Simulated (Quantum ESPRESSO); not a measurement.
# Al2GaInP4: input and log of a self-consistent run

Computed values, not a measurement. The program is pw.x of Quantum ESPRESSO 7.5 (plane-wave density functional theory). The cell is made up: 8 atoms on a zincblende/diamond lattice, with randomly drawn elements, strain and displacements, not relaxed. PseudoDojo standard norm-conserving files (v0.5 for PBE, v0.4.1 for LDA and PBEsol) set the functional; there is no spin polarisation, spin-orbit coupling or dispersion term, and the masses in the input are unused placeholders.

Input:

```
&control calculation='scf', pseudo_dir='./dojo.nc.sr.pbe.v0_5.standard.upf', outdir='./o', disk_io='medium', tprnfor=.true., tstress=.true. /
&system ibrav=0, nat=8, ntyp=4, nbnd=32, ecutwfc=79.96652505, nosym=.true., tot_charge=0,
 occupations='smearing', smearing='fd', degauss=0.0018374661
/
&electrons conv_thr=7.350e-09, electron_maxstep=60, /
ATOMIC_SPECIES
Al 1.0 Al.upf
Ga 1.0 Ga.upf
In 1.0 In.upf
P 1.0 P.upf
CELL_PARAMETERS angstrom
5.65 0.0972 0.0326
0.0972 5.7284 0.0324
0.0326 0.0324 5.6237
ATOMIC_POSITIONS angstrom
Al 0.0713 0.0448 0.0198
Al 0.0734 2.8884 2.8884
Ga 2.8523 0.0592 2.9553
In 2.8624 2.8598 0.0556
P 1.4445 1.4268 1.4488
P 1.5081 4.381 4.2419
P 4.3064 1.5689 4.2707
P 4.4189 4.4153 1.4709
K_POINTS automatic
4 4 4 1 1 1
```

The log is shortened where brackets say so; the opening notice, blank lines, dates and the lines on written files are dropped, and the path of the files is cut. It prints rydbergs, bohrs and kilobars, and counts compression as positive stress.

```
     Program PWSCF v.7.5
     Parallel version (MPI & OpenMP), running on       1 processor cores
     Number of MPI processes:                 1
     Threads/MPI process:                     1
     [start-up lines left out]
     bravais-lattice index     =            0
     lattice parameter (alat)  =      10.6787  a.u.
     unit-cell volume          =    1227.8506 (a.u.)^3
     number of atoms/cell      =            8
     number of atomic types    =            4
     number of electrons       =        52.00
     number of Kohn-Sham states=           32
     kinetic-energy cutoff     =      79.9665  Ry
     charge density cutoff     =     319.8661  Ry
     scf convergence threshold =      7.3E-09
     mixing beta               =       0.7000
     number of iterations used =            8  plain     mixing
     Exchange-correlation= PBE
                           (   1   4   3   4   0   0   0)
     [axes and pseudopotential details left out]
   Cartesian axes
     site n.     atom                  positions (alat units)
         1        Al     tau(   1) = (   0.0126174   0.0079279   0.0035038  )
         2        Al     tau(   2) = (   0.0129890   0.5111371   0.5111371  )
         3        Ga     tau(   3) = (   0.5047488   0.0104762   0.5229759  )
         4        In     tau(   4) = (   0.5065361   0.5060760   0.0098391  )
         5        P      tau(   5) = (   0.2556216   0.2524894   0.2563826  )
         6        P      tau(   6) = (   0.2668764   0.7752706   0.7506552  )
         7        P      tau(   7) = (   0.7620692   0.2776357   0.7557517  )
         8        P      tau(   8) = (   0.7819775   0.7813404   0.2602934  )
     number of k points=    32  Fermi-Dirac smearing, width (Ry)=  0.0018
                       cart. coord. in units 2pi/alat
        k(    1) = (   0.1222303   0.1205330   0.1242023), wk =   0.0625000
        k(    2) = (   0.1208048   0.1191363   0.3754291), wk =   0.0625000
     [further k points left out]
     Dense  grid:   118611 G-vectors     FFT dimensions: (  64,  64,  64)
     Estimated max dynamical RAM per process >     152.96 MB
     Initial potential from superposition of free atoms
     starting charge      51.9880, renormalised to      52.0000
     Starting wfcs are   42 randomized atomic wfcs
     total cpu time spent up to now is       14.4 secs
     per-process dynamical memory:    92.4 Mb
     Self-consistent Calculation
     iteration #  1     ecut=    79.97 Ry     beta= 0.70
     Davidson diagonalization with overlap
     ethr =  1.00E-02,  avg # of iterations =  4.1
     Threshold (ethr) on eigenvalues was too large:
     Diagonalizing with lowered threshold
     Davidson diagonalization with overlap
     ethr =  6.94E-04,  avg # of iterations =  2.0
     total cpu time spent up to now is       84.2 secs
     total energy              =    -350.65765010 Ry
     estimated scf accuracy    <       0.36999765 Ry
     iteration #  2     ecut=    79.97 Ry     beta= 0.70
     Davidson diagonalization with overlap
     ethr =  7.12E-04,  avg # of iterations =  2.2
     total cpu time spent up to now is      111.5 secs
     total energy              =    -350.74663892 Ry
     estimated scf accuracy    <       0.08774157 Ry
     iteration #  3     ecut=    79.97 Ry     beta= 0.70
     Davidson diagonalization with overlap
     ethr =  1.69E-04,  avg # of iterations =  2.6
     total cpu time spent up to now is      137.2 secs
     total energy              =    -350.76247277 Ry
     estimated scf accuracy    <       0.00534206 Ry
     iteration #  4     ecut=    79.97 Ry     beta= 0.70
     Davidson diagonalization with overlap
     ethr =  1.03E-05,  avg # of iterations = 10.9
     total cpu time spent up to now is      181.0 secs
     total energy              =    -350.76384896 Ry
     estimated scf accuracy    <       0.00222872 Ry
     iteration #  5     ecut=    79.97 Ry     beta= 0.70
     Davidson diagonalization with overlap
     ethr =  4.29E-06,  avg # of iterations =  3.2
     total cpu time spent up to now is      206.9 secs
     total energy              =    -350.76422032 Ry
     estimated scf accuracy    <       0.00012015 Ry
     iteration #  6     ecut=    79.97 Ry     beta= 0.70
     Davidson diagonalization with overlap
     ethr =  2.31E-07,  avg # of iterations =  3.0
     total cpu time spent up to now is      233.4 secs
     total energy              =    -350.76424202 Ry
     estimated scf accuracy    <       0.00001647 Ry
     iteration #  7     ecut=    79.97 Ry     beta= 0.70
     Davidson diagonalization with overlap
     ethr =  3.17E-08,  avg # of iterations =  3.8
     total cpu time spent up to now is      270.1 secs
     total energy              =    -350.76424725 Ry
     estimated scf accuracy    <       0.00000158 Ry
     iteration #  8     ecut=    79.97 Ry     beta= 0.70
     Davidson diagonalization with overlap
     ethr =  3.03E-09,  avg # of iterations =  2.9
     total cpu time spent up to now is      302.7 secs
     total energy              =    -350.76424767 Ry
     estimated scf accuracy    <       0.00000011 Ry
     iteration #  9     ecut=    79.97 Ry     beta= 0.70
     Davidson diagonalization with overlap
     ethr =  2.13E-10,  avg # of iterations =  4.1
     total cpu time spent up to now is      341.9 secs
     total energy              =    -350.76424773 Ry
     estimated scf accuracy    <       0.00000002 Ry
     iteration # 10     ecut=    79.97 Ry     beta= 0.70
     Davidson diagonalization with overlap
     ethr =  4.54E-11,  avg # of iterations =  2.5
     total cpu time spent up to now is      369.3 secs
     End of self-consistent calculation
     [lines on levels left out]
!    total energy              =    -350.76424773 Ry
     estimated scf accuracy    <          2.5E-09 Ry
     smearing contrib. (-TS)   =      -0.00000000 Ry
     internal energy E=F+TS    =    -350.76424773 Ry
     The total energy is F=E-TS. E is the sum of the following terms:
     one-electron contribution =    -162.11643981 Ry
     hartree contribution      =     112.27873382 Ry
     xc contribution           =    -102.62967577 Ry
     ewald contribution        =    -198.29686597 Ry
     convergence has been achieved in  10 iterations
     Forces acting on atoms (cartesian axes, Ry/au):
     atom    1 type  1   force =    -0.01534909   -0.00579935    0.00427086
     atom    2 type  1   force =     0.00464555    0.00589796   -0.01861141
     atom    3 type  2   force =     0.01829811    0.00242629   -0.03334579
     atom    4 type  3   force =     0.00600142    0.04464594    0.03217775
     atom    5 type  4   force =    -0.02561705   -0.01885791    0.04254498
     atom    6 type  4   force =    -0.02700071    0.00801924   -0.01058804
     atom    7 type  4   force =     0.04367430   -0.04862668   -0.03466874
     atom    8 type  4   force =    -0.00465252    0.01229450    0.01822039
     Total force =     0.122121     Total SCF correction =     0.000094
     Computing stress (Cartesian axis) and pressure
          total   stress  (Ry/bohr**3)                   (kbar)     P=      -12.10
  -0.00006554  -0.00011943  -0.00011908           -9.64      -17.57      -17.52
  -0.00011943  -0.00012606  -0.00005890          -17.57      -18.54       -8.67
  -0.00011908  -0.00005890  -0.00005526          -17.52       -8.67       -8.13
     init_run     :     13.56s CPU     14.27s WALL (       1 calls)
     electrons    :    342.76s CPU    354.89s WALL (       1 calls)
     forces       :      4.89s CPU      4.96s WALL (       1 calls)
     stress       :     18.85s CPU     19.62s WALL (       1 calls)
     [timing details left out]
     PWSCF        :   6m20.36s CPU   6m35.64s WALL
     JOB DONE.
```

In other units: free energy -4772.391 eV for the cell, pressure -1.21 GPa, largest force component 1.250 eV/Å. A rerun of this cell at 1377 eV and a 6 x 6 x 6 mesh moved values by no more than 0.006 eV in energy, 0.02 GPa in stress and 0.002 eV/Å in force.